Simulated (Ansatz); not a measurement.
CuPd:
```
CuPd
1.0
    1.35341     0.78139     4.21410
   -1.35341     0.78139     4.21410
    0.00000    -1.56279     4.21410
Cu Pd
1 1
Cartesian
  0.00000   0.00000   0.00000
  0.00000   0.00000   6.32115
```

Relaxed with r²SCAN.

Problem. Map the valence electron density (e/Å³), cut off at 8 on the plane through (0.000, 0.000, 0.000) spanned by u = [1, 0, 0] and v = [0, 1, -1] in lattice vectors, from the program Ansatz at the r²SCAN level (PAW).

Solution. x is the fraction of u, y of v (the angle between them is 90°; rows are the nearest grid lines); atoms in the plane: Cu at (0.00, 0.00), Pd at (0.50, 0.50).
```
|99940000000000000004999|
|99930000000000000003999|
|99820000000000000002899|
|97310000001110000001379|
|22100000124442100000122|
|00000000258985200000000|
|00000001499999410000000|
|00000001699999610000000|
|00000002699999620000000|
|00000001699999610000000|
|00000001499999410000000|
|00000000258985200000000|
|22100000124442100000122|
|97310000001110000001379|
|99820000000000000002899|
|99930000000000000003999|
|99940000000000000004999|
```
Scale: ten equal steps from 0.194 (start of '0') to 8.00 (end of '9'), in the order '0123456789'; x runs from 0.000 to 1.00, y from 0.000 (bottom) to 1.00 (top).

The density is the valence pseudo-density with augmentation charge, so density and ELF within about 1 Å of a nucleus are not all-electron values.

Space group R-3m. The first step of the workflow began from a Materials Project structure, measured or hypothetical; the Crystallography Open Database copy checked does not list it. COD files the formula under space group No. 221. With Cu and Pd taken as one species the cell has the higher symmetry Fm-3m, so it may be an ordered model of a mixed-site phase. Its standing as an ambient phase is unchecked. Symmetry was held in the r²SCAN relaxation; its stability against distortions is not shown here. No spin polarisation was allowed.

Potentials: the later of the program's two PAW sets.
